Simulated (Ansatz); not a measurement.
Given:

MgO:
```
CELL_PARAMETERS angstrom
      0.00000     2.07961     2.07961
      2.07961     0.00000     2.07961
      2.07961     2.07961     0.00000
ATOMIC_POSITIONS crystal
  O  0.00000 0.00000 0.00000
  Mg 0.50000 0.50000 0.50000
```

This is the LDA-relaxed structure.

**Question.** All from the program Ansatz at the LDA level (PAW), unless another level is named. Predict the vibrational entropy at 300 K.

**Answer.** 13.4 J/(K·mol of atoms).

**Question.** Give the Young's modulus.

**Answer.** 324 GPa.

**Question.** And the zero-point energy?

**Answer.** 75.1 meV/atom.

Space group Fm-3m (rock salt). Symmetry was held in the LDA relaxation; phonons on a q-mesh show no instability.

Potentials: the later of the program's two PAW sets.
